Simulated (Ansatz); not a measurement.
Relaxed GaN (zinc blende):

```yaml
crystal:
  lattice:
    - [0.00000, 4.54850, 4.54850]
    - [2.27425, 0.00000, 2.27425]
    - [2.27425, 2.27425, 0.00000]
  atoms:
    - { symbol: N, position: [0.37500, 0.75000, 0.75000] }
    - { symbol: N, position: [0.87500, 0.75000, 0.75000] }
    - { symbol: Ga, position: [0.00000, 0.00000, 0.00000] }
    - { symbol: Ga, position: [0.50000, 0.00000, 0.00000] }
```

The atoms are displaced by Q × the pattern below (from a DFPT mode at L = (0.5, 0.0, 0.0), largest move 1; Q in Å), at fixed cell. It is one choice among 2 degenerate patterns. (q is in reciprocal vectors of the primitive cell; the cell shown is doubled to hold the pattern.)

```tsv
atom	x	y	z
N1	-0.285	0.520	-0.805
N2	0.285	-0.520	0.805
Ga3	-0.046	0.083	-0.129
Ga4	0.046	-0.083	0.129
```

Method: PBE (plane waves to 420 eV, PAW, scalar-relativistic; Ansatz, a program for electronic structure). k mesh 6×12×12 (Γ-centred), Fermi-Dirac smearing 0.05 eV. Energies are smeared free energies. GaN was relaxed with its symmetry unable to fall. The zero of ΔE is the undisplaced structure.

The scan covers Q from -0.280 to 0.280 Å in 13 points.

**Question.** Which space group does the distorted structure have?

**Answer.** P1 (No. 1), lowered from F-43m.

**Question.** What is the energy change at Q = 0.280 Å?

**Answer.** 1434 meV/cell.

**Question.** What harmonic wavenumber does the curvature at Q = 0 give?

**Answer.** 538 cm⁻¹.

(For displaced atoms, the force is minus the slope of the energy, and its curvature is a force constant, which sets phonon frequencies.)
